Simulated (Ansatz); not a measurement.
Be: strain and displacement

```xyz
4
Lattice="3.7468 0.0000 0.0000 0.0000 3.7468 0.0000 0.0000 0.0000 2.2813" Properties=species:S:1:pos:R:3 pbc="T T T"
Be    1.1143    1.1143    0.0000
Be    2.6325    2.6325    0.0000
Be    0.7591    2.9877    1.1406
Be    2.9877    0.7591    1.1406
```

Atoms are numbered in the order listed.

Structure from Materials Project entry mp-1008501 (possibly hypothetical), not relaxed further.

All numbers below come from DFT, PBEsol, all-electron LAPW, scalar-relativistic in Ansatz 0.2.0.

Sampling and basis: a Γ-centred 9×9×14 k mesh, Fermi–Dirac smearing of 0.05 eV, basis error target 1 meV/atom, no spin polarisation.

The unchanged cell is at -1.19 GPa.

In a metal, stresses and small energies carry noise from the k mesh.

x, y and z are the Cartesian axes of the cell as listed; fractional coordinates follow a strain, and an engineering shear is twice the off-diagonal strain component.

(1) With this change (equal xy, yz and zx engineering shear strains of -3 %), what becomes of the energy and stress and forces?

(2) With this change (equal xy, yz and zx engineering shear strains of -1 %), what becomes of the energy and stress and forces?

(3) With this change (equal xy, yz and zx engineering shear strains of +2 %), what becomes of the energy and stress and forces?

(4) With this change (equal xy, yz and zx engineering shear strains of -2 %), what becomes of the energy and stress and forces?

(5) With this change (equal xy, yz and zx engineering shear strains of +1 %), what becomes of the energy and stress and forces?

(6) With this change (equal xy, yz and zx engineering shear strains of +3 %), what becomes of the energy and stress and forces?

Answers

(1) Energy change +10 meV/atom; stress change (xx, yy, zz, yz, xz, xy) 0.37, 0.37, 0.03, 4.92, 4.92, 3.73 GPa, compression positive; change of the force on Be1 (0.028, 0.028, 0.125) eV/Å.

(2) Energy change +1 meV/atom; stress change (xx, yy, zz, yz, xz, xy) 0.04, 0.04, 0.01, 1.65, 1.65, 1.33 GPa, compression positive; change of the force on Be1 (0.007, 0.007, 0.037) eV/Å.

(3) Energy change +5 meV/atom; stress change (xx, yy, zz, yz, xz, xy) 0.14, 0.14, 0.05, -3.42, -3.42, -2.70 GPa, compression positive; change of the force on Be2 (0.013, 0.013, 0.055) eV/Å.

(4) Energy change +5 meV/atom; stress change (xx, yy, zz, yz, xz, xy) 0.16, 0.16, 0.03, 3.30, 3.30, 2.57 GPa, compression positive; change of the force on Be1 (0.017, 0.017, 0.078) eV/Å.

(5) Energy change +1 meV/atom; stress change (xx, yy, zz, yz, xz, xy) 0.04, 0.04, 0.01, -1.68, -1.68, -1.36 GPa, compression positive; change of the force on Be2 (0.006, 0.006, 0.031) eV/Å.

(6) Energy change +11 meV/atom; stress change (xx, yy, zz, yz, xz, xy) 0.31, 0.31, 0.13, -5.19, -5.19, -4.01 GPa, compression positive; change of the force on Be1 (-0.019, -0.019, -0.074) eV/Å.
